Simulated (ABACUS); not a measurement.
Worked example: self-consistent single point of BaTiO₃ (Pm-3m, 5 atoms in the cell; from Materials Project mp-2998, lattice scaled a little) in ABACUS.

All values come from this method and carry its errors: PBE, PseudoDojo 0.5 standard norm-conserving PBE (tails mended) pseudopotentials (plane waves; ABACUS).

```xyz
5
Lattice="3.9872 0.0000 0.0000 0.0000 3.9872 0.0000 0.0000 0.0000 3.9872" Properties=species:S:1:pos:R:3 pbc="T T T"
Ba     1.9936     1.9936     1.9936
Ti     0.0000     0.0000     0.0000
O      1.9936     0.0000     0.0000
O      0.0000     1.9936     0.0000
O      0.0000     0.0000     1.9936
```

Reference input (self-consistent single point, DFT, PBE, numerical atomic orbitals TZP (confined pseudo-atomic orbitals with Gaussian additions; energy shift 0.01 Ry), PseudoDojo 0.5 standard norm-conserving PBE (tails mended) pseudopotentials): basis = TZP numerical atomic orbitals, energy shift 0.01 Ry; KPT = Gamma 8 8 8 0 0 0; basis_type = lcao; dft_functional = PBE; ecutwfc = 100 Ry; smearing_method = gaussian; smearing_sigma = 0.000734986 Ry; potentials = PseudoDojo 0.5 standard norm-conserving PBE (tails mended); symmetry = 1; symmetry_prec = 1e-05; ks_solver = genelpa; scf_nmax = 100. This run's input differs from it in these lines:

```diff
@@ -3,7 +3,6 @@
 calculation          scf
-basis_type           lcao
+basis_type           pw
 pseudo_dir           ./
-orbital_dir          ./
 dft_functional       PBE
-ecutwfc              100.0
+ecutwfc              84.0
 symmetry             1
@@ -12,5 +11,5 @@
 smearing_sigma       0.000734986
-ks_solver            genelpa
+ks_solver            dav
 scf_nmax             100
-scf_thr              1.0e-07
+scf_thr              1.0e-09
 mixing_type          broyden
@@ -19,3 +18,2 @@
 cal_stress           1
-out_mul              1
 device               cpu
@@ -26,7 +24,2 @@
 O 15.999 O.upf
-
-NUMERICAL_ORBITAL
-Ba_pbe_9.9au_4s2p1d.orb
-Ti_pbe_8.0au_5s3p3d1f.orb
-O_pbe_4.3au_3s3p1d.orb
```

The program printed (abridged):

```
 SELF-CONSISTENT
 -------------------------------------------
                                 init_chg = atomic

 PW ALGORITHM --------------- ION=   1  ELEC=   1--------------------------------

 Density error is 1.85835039774
                          Error Threshold = 0.01
 E_KohnSham     -273.6839777994      -3723.6615493771
 E_Fermi        0.8219970194         11.1838432024

 PW ALGORITHM --------------- ION=   1  ELEC=   2--------------------------------

 Density error is 18.6776212056
                          Error Threshold = 0.00464587599435
 E_KohnSham     -271.5573672141      -3694.7275279906
   [... lines left out ...]

 Density error is 1.23184002964e-09
                          Error Threshold = 4.42766337742e-09
 E_KohnSham     -274.5945131889      -3736.0500189054
 E_Fermi        0.7813454824         10.6307506676

 PW ALGORITHM --------------- ION=   1  ELEC=  12--------------------------------

 Density error is 1.87254133e-10
                          Error Threshold = 3.0796000741e-12
 E_KohnSham     -274.5945131967      -3736.0500190114
 E_KS(sigma->0) -274.5945131967      -3736.0500190114
 E_entropy(-TS) -0.0000000000        -0.0000000000
 E_Fermi        0.7813416067         10.6306979355
 charge density convergence is achieved
 final etot is -3736.050019 eV
 EFERMI = 10.630697936 eV

 STATE ENERGY(eV) AND OCCUPATIONS    NSPIN == 1
   [... 27 lines left out ...]

 TOTAL-FORCE (eV/Angstrom)
                       Ba1         0.0000000000         0.0000000000         0.0000000000
                       Ti1         0.0000000000         0.0000000000         0.0000000000
                        O1         0.0000000000         0.0000000000         0.0000000000
                        O2         0.0000000000         0.0000000000         0.0000000000
                        O3         0.0000000000         0.0000000000         0.0000000000

 TOTAL-STRESS (KBAR)
        36.5932269247         0.0000000000        -0.0000000000
         0.0000000000        36.5932269247         0.0000000000
        -0.0000000000         0.0000000000        36.5932269247
 TOTAL-PRESSURE: 36.593227 KBAR

 --------------------------------------------
 !FINAL_ETOT_IS -3736.0500190113807548 eV
 --------------------------------------------
```

The run converged in 12 iterations. Against the reference run the free energy goes down by 182 meV/atom, the pressure goes from 4.22 to 3.66 GPa and the gap on the mesh goes from 1.750 to 1.852 eV.

This run is one point of a test of settings, so its values need not be converged; read them against the reference run alone. The structure comes from a collection of computed structures, made at another level of theory; the collection holds predicted forms beside known ones. Its lattice was then scaled.

Cost on one core: around 80 core-seconds (rough).

The atomic orbitals were generated for these runs; they are not ABACUS's published sets and were checked against plane waves on a few crystals only.

“Tails mended”: in these copies of the files the far tail of each local potential was reset to the Coulomb form.
